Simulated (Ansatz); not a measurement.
Starting cell, NiSi$_{2}$ (fluorite type, space group Fm-3m):

```yaml
crystal:
  lattice:
    - [0.00000, 2.69483, 2.69483]
    - [2.69483, 0.00000, 2.69483]
    - [2.69483, 2.69483, 0.00000]
  atoms:
    - { symbol: Ni, position: [0.00000, 0.00000, 0.00000] }
    - { symbol: Si, position: [0.25000, 0.25000, 0.25000] }
    - { symbol: Si, position: [0.75000, 0.75000, 0.75000] }
```

In each cell atom 2 (Si, nearest neighbour Ni at 2.334 Å; its periodic images, 3.8 Å or more away, move with it) moves by s·(-0.577, -0.577, -0.577) (towards the nearest neighbour), the rest being held.

Method: r2SCAN (plane waves to 500 eV, PAW, scalar-relativistic; Ansatz, an electronic-structure program). k mesh 12×12×12 (Γ-centred), Fermi-Dirac smearing 0.05 eV. Energies are smeared free energies. With partly filled bands, energies and forces of such displacements shift with the k mesh and the smearing. On this mesh the relaxed cell isn't quite at rest: it carries a pressure of -0.3 GPa (compression positive) at the zero of the scan. NiSi2 is run without spin polarisation. NiSi2 was relaxed with its symmetry unable to fall. The PAW data are Ansatz's earlier set. The zero of ΔE is the undisplaced structure.

Question: Give the computed ΔE (eV/cell) at s (Å) = -0.184, -0.092, 0.046, 0.092, 0.138, 0.230.

Answer: 
```
s (Å)   ΔE (eV/cell)
------  ------------
-0.184         0.127
-0.092         0.034
0.046          0.009
0.092          0.038
0.138          0.090
0.230          0.270
```

(A displaced cell: forces are minus the slopes of the energy, force constants its curvatures, and phonons follow from these.)
